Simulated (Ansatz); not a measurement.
**C, first-principles data**

C:
```
C
1.0
    4.45677     0.00000     0.00000
   -2.22838     3.85967     0.00000
    0.00000     0.00000     2.52997
C
6
Cartesian
  0.00000   3.45743   0.63249
 -0.76584   2.13096   0.63249
  0.76584   2.13096   0.63249
  2.22838   0.40224   1.89748
  2.99422   1.72871   1.89748
  1.46255   1.72871   1.89748
```

Space group P6_3/mmc (No. 194); conventional cell a = b = 4.4568 Å, c = 2.5300 Å, α = β = 90.00°, γ = 120.00°.

Method: PBE in the plane-wave PAW code Ansatz. The cell and atoms are relaxed at this level. Other levels are named where they apply.

### Cell and energy

| Property | Value |
|---|---|
| Volume per atom | 7.25 Å³ |
| Density | 2.75 g/cm³ |

### Electronic structure

| Quantity | Value |
|---|---|
| Band gap | 2.28 eV (direct) |
| Valence-band maximum | at Γ |
| Conduction-band minimum | at Γ |
| Electron effective mass | 0.14, 0.14, 1.2 mₑ (principal values) |
| Hole effective mass, band 1 of 2 at the edge | 0.51 along x, 0.91 along z (mₑ) |
| Hole effective mass, band 2 of 2 at the edge | 0.12 along x, 0.91 along z (mₑ) |

### Mechanics

| Quantity | Value |
|---|---|
| Bulk modulus (Birch–Murnaghan fit) | 315 GPa |
| Pressure derivative B′ | 3.6 |

The start of the workflow was typed in or built on a structure type. Its sites differ from those of the usual phase in this space group: another stacking or structure type. The PBE relaxation kept the symmetry of its start; its stability against distortions is not shown here.

Potentials: the later of the program's two PAW sets.
